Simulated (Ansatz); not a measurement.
**What DFT gives for Rb₂Cu₂Bi**

```
Cu Rb Bi
1.0
     0.00000    4.57586    0.00000
     4.57586    0.00000    0.00000
     2.28793    2.28793   -7.30656
Cu Rb Bi
2 2 1
Direct
  0.25000 0.75000 0.50000
  0.75000 0.25000 0.50000
  0.34400 0.34400 0.31200
  0.65600 0.65600 0.68800
  0.00000 0.00000 0.00000
```

The numbers come from plane-wave PAW DFT (Ansatz): PBE, no spin polarisation, 420 eV, 8×8×8 Γ-centred k points, fermi-dirac occupations (width 0.1 eV). Nothing was relaxed.

**Forces.** The largest is on Rb3 (and as large on other atoms): 3.12 eV/Å, components (0.00, 0.00, 3.12). It makes 121° with the line to a nearest neighbour, Cu1 at 2.67 Å.
**Stress.** The pressure is 7.9 GPa (compression positive), so with the atoms held at these fractions the cell would first expand; the forces are large, so a full relaxation may end otherwise.
**Charges.** Bader charges in e: Rb +0.55, Cu -0.27, Bi -0.56. In the mean Rb gives up most and Bi takes most.
**Contacts.** Cu–Rb at 2.67 Å: least valence density 0.23 e/Å³ and ELF 0.11 there. Bi–Rb at 3.96 Å: least valence density 0.04 e/Å³ and ELF 0.04 there. Bi–Cu at 4.31 Å: least valence density 0.04 e/Å³ and ELF 0.14 there. Both are smooth PAW fields, read partly inside the augmentation spheres.
**Electronic structure.** It is a metal, with about 5.7 states/eV a cell as the mean within 0.25 eV of the Fermi level, mostly Cu s (43 %) and Bi p (43 %).

Origin: a known structure type with other elements, at an estimated volume, so it need not be a known compound. Caveats: many states at the Fermi level without spin polarisation, so a magnetic state may lie lower; atoms or cell far from equilibrium.
